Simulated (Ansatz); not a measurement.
With plane-wave PAW r²SCAN+D4 (Ansatz code), Cl in the molecular I2 type structure (Cmce) relaxes to a = 6.369 Å, b = 4.075 Å, c = 8.193 Å.

It is gapped at this level: 2.62 eV (direct). The valence maximum lies at Γ and the conduction minimum at Γ.

The r²SCAN+D4 relaxation kept the symmetry of its start. The substance is a gas or liquid at ambient conditions; this is its low-temperature solid.

Potentials: the earlier of the program's two PAW sets.
